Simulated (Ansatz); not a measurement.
**CO2, one structure, two calculations**

Cell: a structure deposited in the COD whose atoms were relaxed with PBE, the cell held.

Space group Pa-3 (No. 205); a = 5.6300 Å.

| site | Wyckoff | site symmetry | x | y | z |
| --- | --- | --- | --- | --- | --- |
| C | 4a | .-3. | 0.0000 | 0.0000 | 0.0000 |
| O | 8c | .3. | 0.1198 | 0.1198 | 0.1198 |

One atom of each set is listed.

First run. All values are calculated (Ansatz; DFT, PBE, plane waves and PAW, scalar-relativistic, 420 eV cutoff, Γ-centred 4×4×4 k-points, Fermi–Dirac smearing 0.02 eV), not measured.

```tsv
site	V_zz (10²¹ V/m²)	η
C	-2.92	0.00
O	7.18	0.00
```

Second run. The same atoms and settings, except that the functional is r2SCAN and the cutoff is 500 eV.

Task: Given the first result, estimate the second.

Result: 

| site | V_zz | η | change of V_zz |
| --- | --- | --- | --- |
| C | -3.55 | 0.00 | -0.63 |
| O | 7.73 | 0.00 | +0.55 |

The largest change of V_zz is on C, from -2.92 to -3.55. In per cent, |V_zz| changes by +21 on C, +8 on O (all sites that start above 0.5).

The database entry as given showed forces above 3 eV/Å or a pressure above 30 GPa, though relaxing it moves no atom far.
For the second run: The largest force is 0.8 eV/Å, so the atoms aren't at the calculated equilibrium and relaxing them would move these values.
